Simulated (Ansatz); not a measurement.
AlGa3N4:
Space group P-43m (No. 215); a = b = c = 4.427 Å, α = β = γ = 90.00°

```json
[
 {"atom": "Al", "site": "1a", "symmetry": "-43m", "x": "0.0000", "y": "0.0000", "z": "0.0000"},
 {"atom": "Ga", "site": "3c", "symmetry": "-42.m", "x": "0.0000", "y": "0.5000", "z": "0.5000"},
 {"atom": "N", "site": "4e", "symmetry": ".3m", "x": "0.2452", "y": "0.2452", "z": "0.2452"}
]
```

Relaxed with LDA.

Task: Give the optical modes at the zone centre with their infrared and Raman activity from DFPT, plane-wave PAW LDA (Ansatz code).

Result: Transverse frequencies, without the LO–TO term; a row sums one degenerate level.

| ω (cm⁻¹) | degeneracy | IR ((D/Å)²/amu) | Raman (Å⁴/amu) | activity | symmetry |
|---|---|---|---|---|---|
| 194 | 3 | 0.00 | 0 | silent | T1 |
| 238 | 3 | 0.35 | 1.2 | IR+Raman | T2 |
| 418 | 3 | 5.46 | 0.59 | IR+Raman | T2 |
| 575 | 3 | 130.86 | 87 | IR+Raman | T2 |
| 611 | 3 | 0.00 | 0 | silent | T1 |
| 667 | 3 | 33.84 | 1.5 | IR+Raman | T2 |
| 691 | 2 | 0.00 | 0 | silent | E |
| 709 | 1 | 0.00 | 18 | Raman | A1 |

Task: How high does the top mode go among those that the LO–TO term moves?

Result: 788 cm⁻¹ for q along x.

The first step of the workflow began from a Materials Project structure, measured or hypothetical; the Crystallography Open Database copy checked does not list it. With Al and Ga taken as one species the cell has the higher symmetry F-43m, so it may be an ordered model of a mixed-site phase. Its standing as an ambient phase is unchecked. Symmetry was held in the LDA relaxation; phonons on a q-mesh show no instability.

Potentials: the later of the program's two PAW sets.
